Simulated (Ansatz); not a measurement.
AgCl:
```yaml
crystal:
  lattice:
    - [0.00000, 2.72371, 2.72371]
    - [2.72371, 0.00000, 2.72371]
    - [2.72371, 2.72371, 0.00000]
  atoms:
    - { symbol: Ag, position: [0.50000, 0.50000, 0.50000] }
    - { symbol: Cl, position: [0.00000, 0.00000, 0.00000] }
```

Cartesian axes are those of the cell as given.

Q: Give the high-frequency dielectric tensor and the Born effective charge tensors of the independent atoms from DFPT, the program Ansatz at the PBEsol level (PAW).

A: 
ε∞:
```
5.52  0.00  0.00
0.00  5.52  0.00
0.00  0.00  5.52
```
Z* of atom 1 (Ag), rows: field, columns: displacement, in e:
```
1.42  0.00  0.00
0.00  1.42  0.00
0.00  0.00  1.42
```
Z* of atom 2 (Cl), rows: field, columns: displacement, in e:
```
-1.42   0.00   0.00
 0.00  -1.42   0.00
 0.00   0.00  -1.42
```

Space group Fm-3m (rock salt). The cell was relaxed with PBEsol under the symmetry of its start. The run is not spin-polarised. Spin–orbit coupling is left out wherever it is not named.

Potentials: the later of the program's two PAW sets.
